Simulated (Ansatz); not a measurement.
**Relaxing an invented Ti6Ge structure**

Computed with DFT PBE, scalar-relativistic, plane waves, PAW in Ansatz 0.2.0. Cutoff 420 eV, Gaussian smearing, Γ-centred meshes. Cell and atoms relax first on a coarse mesh, the cell is then made exact in the group found at 0.06 to 0.08 Å, and last on a converged mesh; the steps can't lower the symmetry of their start. No spin polarisation.

A trial structure of Ti6Ge was built thus: random cell by space group and Wyckoff sites (Fm-3m, No. 225). Its size is a rough estimate.

```yaml
crystal:
  lattice:
    - [0.00000, 3.80848, 3.80848]
    - [3.80848, 0.00000, 3.80848]
    - [3.80848, 3.80848, 0.00000]
  atoms:
    - { symbol: Ti, position: [0.50000, 0.00000, 0.00000] }
    - { symbol: Ti, position: [0.00000, 0.50000, 0.50000] }
    - { symbol: Ti, position: [0.00000, 0.50000, 0.00000] }
    - { symbol: Ti, position: [0.50000, 0.00000, 0.50000] }
    - { symbol: Ti, position: [0.00000, 0.00000, 0.50000] }
    - { symbol: Ti, position: [0.50000, 0.50000, 0.00000] }
    - { symbol: Ge, position: [0.00000, 0.00000, 0.00000] }
```

Formation energies are uncorrected and refer to the elements' standard structures at the same level.

Q: Describe the relaxed structure.

A: The symmetry stays Fm-3m (No. 225). The volume per atom grows by 12.8 %, from 15.8 to 17.8 Å³. The shortest distance goes from 2.69 Å (Ti–Ge and Ti–Ti) to 2.80 Å (Ti–Ge and Ti–Ti). Conventional cell: a = 7.929 Å. Ti is surrounded by 2 Ge at 2.80 Å and 8 Ti at 2.80 Å; Ge is surrounded by 12 Ti at 2.80 Å.

```
Ti Ge
1.0
     0.00000    3.96456    3.96456
     3.96456    0.00000    3.96456
     3.96456    3.96456    0.00000
Ti Ge
6 1
Direct
  0.50000 0.00000 0.00000
  0.00000 0.50000 0.50000
  0.00000 0.50000 0.00000
  0.50000 0.00000 0.50000
  0.00000 0.00000 0.50000
  0.50000 0.50000 0.00000
  0.00000 0.00000 0.00000
```

Q: How does it come out in energy, and is it a metal?

A: The energy over the elements is +0.08 eV/atom and the gap on the 8×8×8 mesh of the 7-atom cell is 0 eV (a metal).

A positive value: parting into the elements would lower its energy.

The last run used Gaussian smearing of 0.10 eV. A structure relaxed within its symmetry needn't be a true minimum. Another cell of the same search, in C2, lies 287 meV/atom lower, so this cell isn't the stable form at this level.
